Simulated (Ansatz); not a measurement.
SrCl2:
```
SrCl2
1.0
    0.00000     3.49746     3.49746
    3.49746     0.00000     3.49746
    3.49746     3.49746     0.00000
Sr Cl
1 2
Direct
  0.00000   0.00000   0.00000
  0.25000   0.25000   0.25000
  0.75000   0.75000   0.75000
```

Cartesian axes are those of the cell as given.

Task: Give the high-frequency dielectric tensor and the Born effective charge tensors of the independent atoms from DFPT, plane-wave PAW r²SCAN (Ansatz code).

Result: 
ε∞:
```
2.77  0.00  0.00
0.00  2.77  0.00
0.00  0.00  2.77
```
Z* of atom 1 (Sr), rows: field, columns: displacement, in e:
```
2.46  0.00  0.00
0.00  2.46  0.00
0.00  0.00  2.46
```
Z* of atom 2 (Cl), rows: field, columns: displacement, in e:
```
-1.23   0.00   0.00
 0.00  -1.23   0.00
 0.00   0.00  -1.23
```

Static charges for comparison (Bader): Sr1 +1.66, Cl2 -0.83 e. Born charges measure polarisation by displacement and can exceed these by far.

Space group Fm-3m (fluorite). The cell was relaxed with r²SCAN under the symmetry of its start. Scalar-relativistic: spin–orbit coupling is off unless named, which matters more the heavier the elements.

Potentials: the later of the program's two PAW sets.
